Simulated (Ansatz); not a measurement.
Crystals of one structure type (rock salt) and one family of elements, relaxed and computed with plane-wave PAW r²SCAN (Ansatz code).

```
crystal  gap (eV)  electron conductivity mass (mₑ)
-------  --------  -------------------------------
NaI          4.45                             0.28
KI           4.58                             0.34
RbBr         4.89                             0.38
KBr          5.07                             0.39
KF           6.91                             0.54
NaF          7.28                             0.57
LiCl         7.29                                ?
```

Question: Fit a straight line to ln m* against ln E_g and predict the withheld value.

Answer: Least squares on the 6 shown rows: ln m* = 1.24 × ln E_g + (-3.003), with a scatter of 6 %. For LiCl this gives 0.58. The run itself gave 0.47, outside the scatter: the line misses something about this case.

All cells were relaxed under the symmetry of their starts (and spin orders); stability against distortions was not tested throughout. Spin–orbit coupling is left out wherever it is not named.

Potentials: the later of the program's two PAW sets.
